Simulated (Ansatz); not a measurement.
**Response of ScCu to small distortions**

```xyz
2
Lattice="3.2560 0.0000 0.0000 0.0000 3.2560 0.0000 0.0000 0.0000 3.2560" Properties=species:S:1:pos:R:3 pbc="T T T"
Sc    1.6280    1.6280    1.6280
Cu    0.0000    0.0000    0.0000
```

Atom numbers follow the list: Sc1, Cu2.

The cell comes from COD entry 1523972, which wasn't checked; take it as a given geometry.

All numbers below come from DFT, LDA, all-electron LAPW, scalar-relativistic (Ansatz 0.2.0).

Settings: a Γ-centred 11×11×11 k mesh, Fermi–Dirac smearing of 0.05 eV, basis error target 0.5 meV/atom, no spin polarisation.

The unchanged cell is at -7.60 GPa.

In a metal, stresses and small energies carry noise from the k mesh.

x, y and z are the Cartesian axes of the cell as listed; fractional coordinates follow a strain, and an engineering shear is twice the off-diagonal strain component.

Q: With this change (equal xy, yz and zx engineering shear strains of -2 %), what becomes of the energy and stress?

A: Energy change +2 meV/atom; stress change (xx, yy, zz, yz, xz, xy) 0.08, 0.08, 0.08, 0.85, 0.85, 0.85 GPa, compression positive.

Q: With this change (equal xy, yz and zx engineering shear strains of -1 %), what becomes of the energy and stress?

A: Energy change under 1 meV/atom; stress change (xx, yy, zz, yz, xz, xy) 0.02, 0.02, 0.02, 0.40, 0.40, 0.40 GPa, compression positive.

Q: With this change (equal xy, yz and zx engineering shear strains of +1 %), what becomes of the energy and stress?

A: Energy change under 1 meV/atom; stress change (xx, yy, zz, yz, xz, xy) 0.02, 0.02, 0.02, -0.38, -0.38, -0.38 GPa, compression positive.

Q: With this change (equal xy, yz and zx engineering shear strains of +2 %), what becomes of the energy and stress?

A: Energy change +2 meV/atom; stress change (xx, yy, zz, yz, xz, xy) 0.08, 0.08, 0.08, -0.76, -0.76, -0.76 GPa, compression positive.
